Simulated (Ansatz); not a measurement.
**From the elastic tensor of Ti5WC6 to moduli and sound speeds**

Method: DFT PBE, scalar-relativistic, plane waves, PAW in Ansatz. Plane waves to 420 eV; Γ-centred k mesh 12×12×4; Fermi-Dirac smearing of 0.15 eV. No spin polarisation.

Space group P-3m1 (No. 164), trigonal, a = 3.065 Å, c = 15.062 Å. Ti on a site of symmetry 3m is surrounded by 6 C at 2.15–2.19 Å, 9 Ti at 3.06–3.07 Å and 3 W at 3.10 Å; Ti on a second site of symmetry 3m is surrounded by 6 C at 2.16–2.18 Å; around Ti on a site of symmetry -3m lie 6 C at 2.17 Å; W has 6 C at 2.17 Å, 6 W at 3.07 Å and 6 Ti at 3.10 Å; around C on its first site lie 3 W at 2.17 Å and 3 Ti at 2.19 Å; C on its second site is surrounded by 6 Ti at 2.15–2.18 Å; 1 more site not described.

The structure comes from a generated guess, relaxed at this level; another structure or a mixture of phases may lie lower. In a metal, frequencies and elastic constants depend on the k mesh and the smearing, soft modes and shear constants most. Spin–orbit coupling is left out, which matters for heavy elements.

Relaxed-ion constants (GPa, on the Cartesian axes of the calculation):
```
528.7 130.7 147.1 -18.5   0.0   0.0
130.7 528.7 147.1  18.5   0.0   0.0
147.1 147.1 504.9   0.0   0.0   0.0
-18.5  18.5   0.0 199.5   0.0   0.0
  0.0   0.0   0.0   0.0 199.5 -18.5
  0.0   0.0   0.0   0.0 -18.5 199.0
```

Density 6.711 g/cm³; 12 atoms in 122.55 Å³.

- Bulk modulus, Voigt / Reuss / Hill: 268.0 / 268.0 / 268.0 GPa
- Shear modulus, Voigt / Reuss / Hill: 195.5 / 193.8 / 194.6 GPa
- Young's modulus: 470 GPa
- Poisson ratio: 0.208
- Pugh ratio B/G: 1.38 (under 1.75, the rule of thumb for brittle)
- Universal anisotropy index: 0.04
- Longitudinal and transverse sound speeds: 8866 and 5386 m/s
- Debye temperature from the mean sound speed: 817 K
